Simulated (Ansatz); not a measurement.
Input file for Ansatz (a first-principles code):

Ansatz 0.2 input:
```yaml
crystal:
  lattice:
    - [0.0, 2.5039915858, 2.5039915858]
    - [2.5039915858, 0.0, 2.5039915858]
    - [2.5039915858, 2.5039915858, 0.0]
  atoms:
    - { symbol: Bi, position: [0.0, 0.0, 0.0] }
kpoints:
  mp_grid: { grid: [14, 14, 14] }
hamiltonian:
  xc: r2scan
  pseudopotentials: { azcp: { folder: ./paw }, kind: paw }
scf:
  occupations: { method: gaussian, width: 0.1 }
checkpoint: { read: metal.run }
output: { bader: true, populations: true }
```

Output (shortened):

```
Pseudopotential: Bi, paw, valence charge 15
Functional definition: r2SCAN
Crystal: 1 atoms, lattice volume = 31.400 Å³
Basis set: ecut = 500 eV, 821 PW (Γ), exchange–correlation on 108×108×108 points (64 copies of the dense FFT grid, shifted against one another)
Bands: 16, of which v1, the nominal top of the filled ones, is band 8 counted from 1 (7 counted from 0)
Symmetry: 48 space group operations
Space group: Fm-3m (ITA 225), of the structure as read, at distance tolerance 3.2e-5 Å
k-points: 104 of 2744
Stability of the state it starts from, as read at its close in the unpolarized treatment …
iter 1 solved again at ethr=7.95e-8 eV; its pass at ethr=3.10e-3 eV (dr2=1.19e-5 eV) is discarded
SCF iter   1: F=—  HF=-12413.022052 eV  |F-HF|=—  |Δ(HF+E_count)|=         —  Δρ=2.40e-7  dr2=9.04e-12  dr2_τ=5.81e-13  ethr=7.95e-8  ⟨swp⟩=3.2  Hψ=14498  notcnv=0
preconditioner: auto → none
SCF iter   2: F=-12413.022052 eV  HF=-12413.022052 eV  |F-HF|=1.27e-11  |Δ(HF+E_count)|=   4.45e-9  Δρ=1.40e-7  dr2=4.11e-12  dr2_τ=1.69e-13  ethr=1.00e-12  ⟨swp⟩=6.2  Hψ=6666  notcnv=0
SCF 1 converged in 2 iterations: F = -12413.022052 eV  dr2 = 4.11e-12
SCF converged after 2 iterations
Free energy (F): -12413.022052 eV
Harris-Foulkes:  -12413.022052 eV  (|F-HF|=1.27e-11)
Internal energy: -12413.018980 eV  (E = F + TS)
E sigma→0 (E₀):  -12413.020516 eV
Entropy (-TS):   -0.003071 eV (-3.071 meV/atom)
Fermi energy:    11.690754 eV
--- Per-component energies (eV) ---
  E_band       = -93.763956
  E_kinetic    = 252.527058
  E_local      = -1206.837246  (includes V_loc(G=0)·N_el)
  E_nonlocal   = 408.394437
  E_hartree    = 443.631854
  E_xc         = -140.579611
  E_vxc        = -141.457744  (∫ρ·V_xc dr)
  E_paw        = -10687.940188  (= ΣΔE_a)
  E_vpaw       = -303.067051  (= ΣTr[D̂ρ^β])
  E_aug_tail   = 0.000140  (compensation charges beyond the density's cutoff)
  E_vtau       = 9.412741  (kinetic-family band-sum trace: ∫τ·v_τ [+ j·A + Jᵃ·Aᵃ] dr)
  E_ewald      = -1483.090786
  E_core_change = 0.875362  (= ΣΔE_core)
  E_smearing   = -0.003071  (= −TS)
  E_closure    = 0.000000  (closes the sum)
  Σ components = -12413.022052   (vs F -12413.022052, Δ=0.00e0)
  [band-id]    e_kinetic+e_local+e_nonlocal+2·e_hartree+e_vxc+e_vpaw+e_augmentation_tail+e_vtau = -93.763957   (vs E_band -93.763956, Δ=-5.53e-7)
--- Band table (eV; the first three rows and the last of 104) ---
  k-point 0: bands = ["-12.2349", "-12.2349", "-12.2349", "-12.1619", "-12.1619", "-2.5214", "16.7668", "16.7668", "16.7668", "21.3265", "21.3392", "22.9464", "22.9464", "22.9464", "25.9348", "25.9348"]
  k-point 1: bands = ["-12.2342", "-12.2307", "-12.2307", "-12.1619", "-12.1619", "-2.4289", "15.7123", "16.6555", "16.6555", "20.8234", "21.9855", "23.1431", "23.1431", "24.1756", "25.4441", "25.4742"]
  k-point 2: bands = ["-12.2325", "-12.2213", "-12.2213", "-12.1594", "-12.1594", "-2.1538", "13.6884", "16.3692", "16.3692", "20.2312", "23.1799", "23.5614", "23.5614", "24.3213", "24.7877", "24.7877"]
  k-point 103: bands = ["-12.2197", "-12.2172", "-12.1632", "-12.1269", "-12.0615", "1.7386", "8.2605", "9.2272", "10.5837", "20.6945", "21.7667", "24.1024", "24.1180", "31.1261", "31.5542", "33.3127"]
--- Löwdin populations: 1 site ---
  site symbol       q [e]
     0     Bi     14.9461
  spilling = 0.003592 (of n_electrons = 15.000000)
--- Bader charges: 1 site ---
  site symbol  charge [e]  shift [e]
     0     Bi      0.0000     0.0000
  shift: an alarm, by how much a part of what the PAW files miss would move the charge. Where it is large, compare
  with a run on PAW files of another source; a small one proves nothing
  estimated error of the sums over rays = 3.4e-7 e
```

Cost: roughly 13 core-seconds on shared cores.

The start of the workflow was typed in or built on a structure type; neither database checked (COD, Materials Project) lists it. It is not the phase usual at ambient conditions (space group No. 166). Symmetry was held in the r²SCAN relaxation. At this level the phase is mechanically unstable. Scalar-relativistic: spin–orbit coupling is off unless named, which matters more the heavier the elements.

Potentials: the earlier of the program's two PAW sets.

Ansatz is a plane-wave DFT program.
